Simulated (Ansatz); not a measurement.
**Co2Si: field gradients at two levels of theory**

Cell: a structure deposited in the COD whose atoms were relaxed with PBE, the cell held.

Space group Pnma (No. 62); a = 4.9180, b = 3.7380, c = 7.1090 Å.

| site | Wyckoff | site symmetry | x | y | z |
| --- | --- | --- | --- | --- | --- |
| Co1 | 4c | .m. | 0.9647 | 0.7500 | 0.2169 |
| Co5 | 4c | .m. | 0.8263 | 0.7500 | 0.5638 |
| Si | 4c | .m. | 0.2953 | 0.7500 | 0.6067 |

One atom of each set is listed.

First run. Method: Kohn–Sham DFT in Ansatz, PBE, plane waves and PAW, scalar-relativistic, collinear spin, 420 eV cutoff, Γ-centred 9×12×6 k-points, Fermi–Dirac smearing 0.05 eV. Start moments as typed (μB): 3 on each Co, none on the rest.

```csv
site,V_zz (10²¹ V/m²),η,m (μB)
Co1,1.25,0.01,0.52
Co5,1.36,0.82,0.30
Si,3.08,0.20,-0.03
```

Second run. The same atoms and settings, except that the functional is r2SCAN and the cutoff is 500 eV.

Task: Given the first result, estimate the second.

Result: 

```tsv
site	V_zz	η	change of V_zz	m (μB)
Co1	3.00	0.52	+1.75	1.14
Co5	-2.35	0.32	–	0.69
Si	3.13	0.17	+0.05	-0.06
```

The largest change of V_zz along a kept axis is on Co1, from 1.25 to 3.00. In per cent, |V_zz| changes by +2 on Si (all sites that start above 2). Where |V_zz| stays above 0.1 and the axes keep their order, η moves most on Co1, from 0.01 to 0.52. On Co5 the largest principal value lies along another axis in the second run, so the two V_zz can't be compared directly. The absolute magnetisation of the cell goes from 3.7 to 8.4 μB.

With no gap above 0.1 eV, as in a metal, the gradients converge slowly in k; expect changes of a tenth or more on a denser mesh. With these PAW files V_zz is typically within 2 to 3 % of all-electron values, but misses above 10 % occur on Co. The run lost most of its start moments on Co; a state with other moments may lie lower.
For the first run: At this cell the principal stresses reach 6 GPa in size with PBE, which can matter for small gradients. The magnetic order is the one that the run reached from its start moments, not necessarily the measured one (the real compound may not order at all).
For the second run: At this cell the r2SCAN pressure is -9 GPa, so with r2SCAN the cell would shrink if it were relaxed. The entry's cell may itself be off. The program didn't check the stability of this electronic state in full, so a lower one may lie near. The magnetic order is the one that the run reached from its start moments, not necessarily the measured one.
